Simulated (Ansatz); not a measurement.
# LiH: the gap against volume

LiH, Fm-3m, a = 4.005 Å. Ansatz: r2SCAN, PAW, 500 eV, Γ-centred 10×10×10 mesh on 2 atoms, Gaussian smearing 0.02 eV; no spin polarisation. Symmetry fixes shape and atoms, so the cell is only scaled; x = ln(V/V0) with V0 = 8.028 Å³/atom. The gap is read at the mesh points alone.

| x | gap y (eV) |
| --- | --- |
| -0.1278 | 3.535 |
| -0.0943 | 3.563 |
| -0.0619 | 3.587 |
| -0.0305 | 3.610 |
| 0.0000 | 3.629 |
| 0.0296 | 3.647 |
| 0.0583 | 3.663 |
| 0.0953 | ? |

Q: Fit a straight line to the other rows, give the volume deformation potential of the gap and its pressure coefficient, and predict the missing gap. B0 = 36.2 GPa.

A: Means x = -0.03237, y = 3.6049; Σ(Δx)² = 0.02693, ΣΔxΔy = 0.01846; the slope is their ratio. y = 3.6271 + 0.68558 x. The slope is the deformation potential a = dE_g/d ln V = 0.69 eV, and dE_g/dP = −a/B0 = -18.9 meV/GPa. With a term in x² added, the coefficient of x becomes 0.6250, 9 % less, which shows how far this figure hangs on the form. At x = 0.0953 the fit asked for gives 3.692 eV. The run gave 3.681 eV, so the fit is 0.011 eV too high, 7.5 % of the span of the series, against an rms of 0.003 eV on the fitted rows. The row lies outside the fitted range. With a term in x² added, a fit to the same known rows predicts 3.681 eV, so most of the miss is curvature that the known rows already hold.

Semilocal functionals give gaps under the measured ones; changes of the gap mostly carry over better.